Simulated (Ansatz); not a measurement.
Polymorphs of PbS, each relaxed with HSE06 in the plane-wave PAW code Ansatz:

A: NiAs type (P6_3/mmc), a = 4.1238 Å, b = 4.1238 Å, c = 7.3169 Å, α = 90.00°, β = 90.00°, γ = 120.00°

B: P6_3mc, a = b = 4.9995 Å, c = 5.9892 Å, α = β = 90.00°, γ = 120.00°

C: zinc blende (F-43m), a = 6.609 Å, b = 6.609 Å, c = 6.609 Å, α = 90.00°, β = 90.00°, γ = 90.00°

D: rock salt (Fm-3m), a = 5.9680 Å, b = 5.9680 Å, c = 5.9680 Å, α = 90.00°, β = 90.00°, γ = 90.00°

Problem. Rank these by energy per atom at 0 K (lowest first), as HSE06 gives it.

Solution. D (+0 meV/atom), A (+68 meV/atom), B (+94 meV/atom), C (+214 meV/atom)

Problem. Give each one's gap.

Solution. A 0.30 eV; B 1.96 eV; C 1.30 eV; D 0.86 eV.

Constructed cells (a structure type filled with these elements, in neither database checked): A; B; C. Not the usual ambient phase: A; B; C. All cells were relaxed under the symmetry of their starts (and spin orders); stability against distortions was not tested throughout. Spin–orbit coupling is left out wherever it is not named.

Potentials: the later of the program's two PAW sets.
